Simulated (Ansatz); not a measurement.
Ni3Sn2:
```
CELL_PARAMETERS angstrom
      7.05533     0.00000     0.00000
      0.00000     5.14592     0.00000
      0.00000     0.00000     8.07708
ATOMIC_POSITIONS crystal
  Ni 0.90793 0.75000 0.37280
  Ni 0.09207 0.25000 0.62720
  Ni 0.59207 0.25000 0.87280
  Ni 0.40793 0.75000 0.12720
  Ni 0.23397 0.99555 0.37527
  Ni 0.76603 0.00445 0.62473
  Ni 0.26603 0.00445 0.87527
  Ni 0.73397 0.99555 0.12473
  Ni 0.73397 0.50445 0.12473
  Ni 0.26603 0.49555 0.87527
  Ni 0.76603 0.49555 0.62473
  Ni 0.23397 0.50445 0.37527
  Sn 0.55964 0.75000 0.40496
  Sn 0.44036 0.25000 0.59504
  Sn 0.94036 0.25000 0.90496
  Sn 0.05964 0.75000 0.09504
  Sn 0.09762 0.75000 0.64168
  Sn 0.90238 0.25000 0.35832
  Sn 0.40238 0.25000 0.14168
  Sn 0.59762 0.75000 0.85832
```

Relaxed with PBEsol. Special points in fractions of this cell's reciprocal vectors: Γ (0.000, 0.000, 0.000); X (0.500, 0.000, 0.000); S (0.500, 0.500, 0.000); Y (0.000, 0.500, 0.000); Z (0.000, 0.000, 0.500); U (0.500, 0.000, 0.500); R (0.500, 0.500, 0.500); T (0.000, 0.500, 0.500).

**Question.** List the band energies nearest the Fermi level at these points for DFT-PBEsol in the program Ansatz with PAW potentials.

**Answer.** In eV from the Fermi level; about four levels below and three above (degenerate sets whole), none deeper than 8.9 eV; points with the same levels are listed once.

```csv
k,below,above
Γ,-0.74 -0.53 -0.49 -0.09,0.06 0.18 0.89
X,-0.51 -0.51 -0.51 -0.51 -0.06 -0.06,0.08 0.08 1.03 1.03
S,-0.80 -0.80 -0.80 -0.80,0.06 0.06 0.06 0.06
Y,-0.26 -0.26 -0.03 -0.03,1.23 1.23 2.46 2.46
Z,-0.19 -0.19 -0.03 -0.03,0.06 0.06 0.27 0.27
U,-0.30 -0.30 -0.02 -0.02,2.03 2.03 2.07 2.07
R,-0.11 -0.11 -0.11 -0.11,0.35 0.35 0.35 0.35
T,-0.39 -0.39 -0.07 -0.07,0.81 0.81 0.88 0.88
```

Space group Pnma. The workflow started from a Materials Project entry (that database holds measured and hypothetical structures alike); the Crystallography Open Database files this formula in space group No. 62, but the cells were not matched. Whether it is the stable phase at ambient conditions was not checked. The PBEsol relaxation kept the symmetry of its start; whether a distortion lowers the energy is not shown. No spin polarisation was allowed. Scalar-relativistic: spin–orbit coupling is off unless named, which matters more the heavier the elements.

Potentials: the later of the program's two PAW sets.
